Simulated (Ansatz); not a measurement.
**Structures of Sr$_{2}$Ca: which is lowest?**

Plane-wave DFT in Ansatz with scalar-relativistic PAW potentials, cutoff 420 eV, Γ-centred meshes chosen by cell and gap, Gaussian smearing with energies taken to zero width. Every cell was relaxed (cell and atoms) in a run of its own, within the symmetry of its start. Functional: PBE.

Relaxed structures (starts from databases or built by putting these elements on another compound's sites):
A. Fm-3m, 3 atoms in the computed cell, a = 9.102 Å; sites (symmetry × multiplicity) Sr -43m × 8, Ca m-3m × 4; start: built
B. P6/mmm, 3 atoms in the computed cell, a = 6.649 Å, c = 3.945 Å; sites (symmetry × multiplicity) Sr -6m2 × 2, Ca 6/mmm × 1; start: built

Rank them by energy. Could pressure change the order?

```csv
structure,group,E − E(lowest) (meV/atom),V (Å³/atom),gap on mesh (eV)
B,P6/mmm,0.0,50.34,0.00
A,Fm-3m,282,62.83,0.00
```

B is lowest, 282 meV/atom under A. The lowest is also the densest of these, so pressure wouldn't bring one of the others in at first order. Other structures may lie lower than all of these, and vibrations aren't counted.